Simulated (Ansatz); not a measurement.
Ta2InC:
```cif
data_C2In2Ta4
_chemical_formula_sum 'Ta4 In2 C2'
_space_group_name_H-M_alt 'P63/mmc'
_space_group_IT_number 194
_space_group_name_Hall '-P 6c 2c'
_cell_length_a 3.13686
_cell_length_b 3.13686
_cell_length_c 14.34077
_cell_angle_alpha 90.000
_cell_angle_beta 90.000
_cell_angle_gamma 120.000
loop_
_atom_site_label
_atom_site_type_symbol
_atom_site_symmetry_multiplicity
_atom_site_Wyckoff_symbol
_atom_site_fract_x
_atom_site_fract_y
_atom_site_fract_z
_atom_site_occupancy
Ta1 Ta 4 f 0.33333 0.66667 0.08322 1
In1 In 2 d 0.66667 0.33333 0.25000 1
C1 C 2 a 0.00000 0.00000 0.00000 1
```

Relaxed at zero pressure with DFT-PBEsol in the program Ansatz with PAW potentials.

Problem. The volume is raised by 9 % and shape and atoms relax at that volume. What pressure results, and how do the axes share the change?

Solution. -13.3 GPa; a 2.9 %, b 2.9 %, c 3.0 %; the energy rises by 62 meV/atom.

Problem. Give the new structure.

Solution. 
Space group P6₃/mmc (No. 194); a = b = 3.228 Å, c = 14.764 Å, α = β = 90.00°, γ = 120.00°

| atom | site | symmetry | x | y | z |
|---|---|---|---|---|---|
| Ta | 4f | 3m. | 0.3333 | 0.6667 | 0.0802 |
| In | 2d | -6m2 | 0.6667 | 0.3333 | 0.2500 |
| C | 2a | -3m. | 0.0000 | 0.0000 | 0.0000 |

The phase is kept; no other phase was compared at this pressure.

Space group P6_3/mmc. The workflow started from a Materials Project entry (that database holds measured and hypothetical structures alike); the Crystallography Open Database copy checked does not list it. Whether it is the stable phase at ambient conditions was not checked. The PBEsol relaxation kept the symmetry of its start; whether a distortion lowers the energy is not shown. No spin polarisation was allowed. Scalar-relativistic: spin–orbit coupling is off unless named, which matters more the heavier the elements.

Potentials: the later of the program's two PAW sets.
